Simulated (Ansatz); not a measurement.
Sr$_{3}$Cr$_{2}$Cl$_{8}$: input and output

The input, for Ansatz 0.2.0 (plane waves, PAW):

```yaml
crystal:
  lattice:
    - [3.399238, 5.887649, 0.0]
    - [-3.399238, 5.887649, 0.0]
    - [0.0, -3.925099, 8.238758]
  atoms:
    - { symbol: Sr, position: [0.0, 0.0, 0.0] }
    - { symbol: Sr, position: [0.203, 0.203, 0.609] }
    - { symbol: Sr, position: [0.797, 0.797, 0.391] }
    - { symbol: Cr, position: [0.405, 0.405, 0.215] }
    - { symbol: Cr, position: [0.595, 0.595, 0.785] }
    - { symbol: Cl, position: [0.323, 0.323, 0.969] }
    - { symbol: Cl, position: [0.677, 0.677, 0.031] }
    - { symbol: Cl, position: [0.733, 0.225, 0.691] }
    - { symbol: Cl, position: [0.733, 0.733, 0.691] }
    - { symbol: Cl, position: [0.225, 0.733, 0.691] }
    - { symbol: Cl, position: [0.267, 0.775, 0.309] }
    - { symbol: Cl, position: [0.775, 0.267, 0.309] }
    - { symbol: Cl, position: [0.267, 0.267, 0.309] }
  symmetry: { tolerance: 0.0003 }
kpoints:
  mp_grid: { grid: [6, 6, 6], shift: [0, 0, 0] }
  band_path:
    path:
      - [0.0, 0.0, 0.0]
      - [0.0, 0.0, 0.5]
      - [0.29550416, -0.29550416, 0.5]
      - [0.29550416, -0.40899168, 0.20449584]
      - [0.5, 0.0, 0.0]
      - [0.0, 0.0, 0.0]
      - [0.35224792, -0.35224792, 0.0]
      - [0.29550416, -0.35224792, 0.35224792]
      - [0.0, -0.5, 0.5]
      - [0.0, 0.0, 0.0]
    npoints: 6
magnetization:
  spin_polarized: false
scf:
  occupations: { method: fermi_dirac, width: 0.0729 }
  lower_state_search: "off"
  max_iter: 200
hamiltonian:
  pseudopotentials: { kind: paw }
  xc: r2scan
basis:
  ecutwfc: 500
  fft_grid_basis: typed
output:
  forces: true
  stress: true
  eigenvalues: true
  bader: true
  populations: true
  elf: true
  write_potential: true
  volumetric_format: npy
  dos:
    e_range: [-12, 8]
    de: 0.05
    projected: { site_lists: { Cl: [Cl], Cr: [Cr], Sr: [Sr] } }
checkpoint:
  read: saved_state
```

The run starts from an earlier solution of this cell. 

Output (shortened):

```
SCF iter   1: F=-26115.3877 eV  Δρ=2.79e-3  dr2=8.24e-3  dr2_τ=1.93e-2
SCF iter   2: F=-26115.3934 eV  Δρ=1.82e-3  dr2=5.36e-3  dr2_τ=3.42e-3
SCF iter   3: F=-26115.3972 eV  Δρ=1.16e-3  dr2=1.07e-3  dr2_τ=2.20e-3
SCF iter   4: F=-26115.3979 eV  Δρ=1.53e-4  dr2=1.98e-4  dr2_τ=1.57e-5
SCF iter   5: F=-26115.3980 eV  Δρ=8.98e-5  dr2=8.04e-5  dr2_τ=1.93e-6
SCF iter   6: F=-26115.3980 eV  Δρ=5.10e-5  dr2=2.26e-5  dr2_τ=1.19e-6
SCF iter   7: F=-26115.3980 eV  Δρ=2.54e-5  dr2=5.10e-6  dr2_τ=3.38e-7
SCF iter   8: F=-26115.3980 eV  Δρ=1.28e-5  dr2=8.01e-7  dr2_τ=3.21e-8
SCF iter   9: F=-26115.3980 eV  Δρ=4.07e-6  dr2=5.93e-8  dr2_τ=2.16e-9
Free energy (F): -26115.3980 eV
Harris-Foulkes:  -26115.3980 eV  (|F-HF|=9.00e-9)
Internal energy: -26115.2049 eV  (E = F + TS)
E sigma→0 (E₀):  -26115.3015 eV
Entropy (-TS):   -0.1931 eV (-14.852 meV/atom)
Fermi energy:    8.7947 eV
--- Per-component energies (eV) ---
  E_band       = -1098.6759
  E_kinetic    = 2728.0946
  E_local      = -9039.0168  (includes V_loc(G=0)·N_el)
  E_nonlocal   = 1003.1971
  E_hartree    = 3355.1195
  E_xc         = -1599.6506
  E_vxc        = -2011.9617  (∫ρ·V_xc dr)
  E_paw        = -15896.4140  (= ΣΔE_a)
  E_vpaw       = -599.2126  (= ΣTr[D̂ρ^β])
  E_aug_tail   = 0.0007  (compensation charges beyond the density's cutoff)
  E_vtau       = 109.9954  (kinetic-family band-sum trace: ∫τ·v_τ [+ j·A + Jᵃ·Aᵃ] dr)
  E_ewald      = -6664.4614
  E_core_change = -2.0740  (= ΣΔE_core)
  E_smearing   = -0.1931  (= −TS)
--- Forces (eV/Å), atoms counted from 1 ---
  atom   1  Sr     0.0000     0.0000     0.0000
  atom   2  Sr     0.0000     0.0000     0.1289
  atom   3  Sr     0.0000     0.0000    -0.1289
  atom   4  Cr     0.0000     0.0000     1.4319
  atom   5  Cr     0.0000     0.0000    -1.4319
  atom   6  Cl     0.0000     0.0000    -4.0746
  atom   7  Cl     0.0000     0.0000     4.0746
  atom   8  Cl     1.5972    -0.9222    -0.7282
  atom   9  Cl     0.0000     1.8443    -0.7282
  atom  10  Cl    -1.5972    -0.9222    -0.7282
  atom  11  Cl    -1.5972     0.9222     0.7282
  atom  12  Cl     1.5972     0.9222     0.7282
  atom  13  Cl     0.0000    -1.8443     0.7282
--- Stress (GPa, compression-positive) ---
        3.2389       0.0000       0.0000
        0.0000       3.2389       0.0000
        0.0000       0.0000       4.9041
  P = ⅓ Tr σ = 3.7939 GPa (37.939 kbar)
--- Löwdin populations: 13 sites ---
  site symbol       q [e]
     0     Sr      8.3513
     1     Sr      8.3824
     2     Sr      8.3824
     3     Cr     13.6532
     4     Cr     13.6532
     5     Cl      7.4747
     6     Cl      7.4747
     7     Cl      7.5096
     8     Cl      7.5096
     9     Cl      7.5096
    10     Cl      7.5096
    11     Cl      7.5096
    12     Cl      7.5096
  spilling = 0.0138 (of n_electrons = 114.0000)
--- Bader charges: 13 sites ---
  site symbol  charge [e]  shift [e]
     0     Sr      1.6642     0.0000
     1     Sr      1.5629     0.0000
     2     Sr      1.5629     0.0000
     3     Cr      1.0470     0.0002
     4     Cr      1.0470     0.0002
     5     Cl     -0.8375     0.0006
     6     Cl     -0.8375     0.0006
     7     Cl     -0.8682     0.0001
     8     Cl     -0.8682     0.0001
     9     Cl     -0.8682     0.0001
    10     Cl     -0.8682     0.0001
    11     Cl     -0.8682     0.0001
    12     Cl     -0.8682     0.0001
```

Absolute energies hang on the potentials; compare differences alone.

Origin: a known structure type with other elements, at an estimated volume, so it need not be a known compound. Caveats: no spin polarisation, so a magnetic state may lie lower; atoms or cell far from equilibrium.
